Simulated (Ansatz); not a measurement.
A geometry of Ti away from equilibrium: step 2 of the relaxation of a relaxed Ti cell, doubled along one cell vector, shaken by Gaussian noise of σ = 0.08 Å a coordinate. Method: r2SCAN (plane waves to 500 eV, PAW, scalar-relativistic; Ansatz, a program for electronic structure). Γ-centred k-mesh 6×12×12 on the run's cell (coarser than for final values), Fermi–Dirac smearing 0.05 eV.

```xyz
2
Lattice="5.2193 -0.0217 0.0316 -0.0108 2.6503 -0.0022 0.0155 -0.0022 2.5887" Properties=species:S:1:pos:R:3:forces:R:3 pbc="T T T" free_energy=-5007.183 pressure_GPa=-0.4
Ti     1.3831     1.5004    -0.0905    0.0670    0.5369   -0.6676
Ti     3.9972     1.1534     0.3388   -0.0670   -0.5369    0.6676
```

Positions in Å, forces in eV/Å, free energy of the cell in eV (comparable only within this code, potentials and settings). Largest force: 0.86 eV/Å, on Ti1, Ti2 (atoms numbered as listed); the geometry lies 0.70 eV/atom above the end of its relaxation.

No spin polarisation in the result.

The run could not lose the symmetry of its start: the end is stationary, and may be a saddle point rather than a minimum.

The end of the path is a generated cell of Ti: the first start was made by a random draw of sites in a space group, and the end was not matched to a known phase here, so it may be hypothetical. Known forms of Ti include space group No. 194.
